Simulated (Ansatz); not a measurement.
Input and command of a plane-wave DFT calculation in Ansatz:

```yaml
crystal:
  lattice:
    - [1.7931117927, 1.0352535762, 8.3119827251]
    - [-1.7931117927, 1.0352535762, 8.3119827251]
    - [0.0, -2.0705071524, 8.3119827251]
  atoms:
    - { symbol: Zn, position: [0.4, 0.4, 0.4] }
    - { symbol: Zn, position: [0.6, 0.6, 0.6] }
    - { symbol: S, position: [0.0, 0.0, 0.0] }
    - { symbol: S, position: [0.2095, 0.2095, 0.2095] }
    - { symbol: S, position: [0.7905, 0.7905, 0.7905] }
basis:
  ecutwfc: 420
kpoints:
  mp_grid: { grid: [6, 6, 6] }
hamiltonian:
  xc: pbe
scf:
  occupations: { method: gaussian, width: 0.1 }
  lower_state_search: "off"
output:
  forces: true
  stress: true
  eigenvalues: true
```

```bash
ansatz run input.yaml --threads 1 --pin off --max-ram 2560MiB --backend cpu --events-out ev --progress --plain --runs-dir out
```

Processor: Arm Neoverse V2, 1 thread, on a host shared with other jobs.

Estimate time, memory and problem size.

About 3.8 s on 1 thread of Arm Neoverse V2 (shared host), peak memory 0.35 GiB. It solves 26 bands at 32 k points (the mesh reduced by the symmetry that the task leaves, which can be less than the crystal's) with about 1791 plane waves, in 8 SCF iterations.
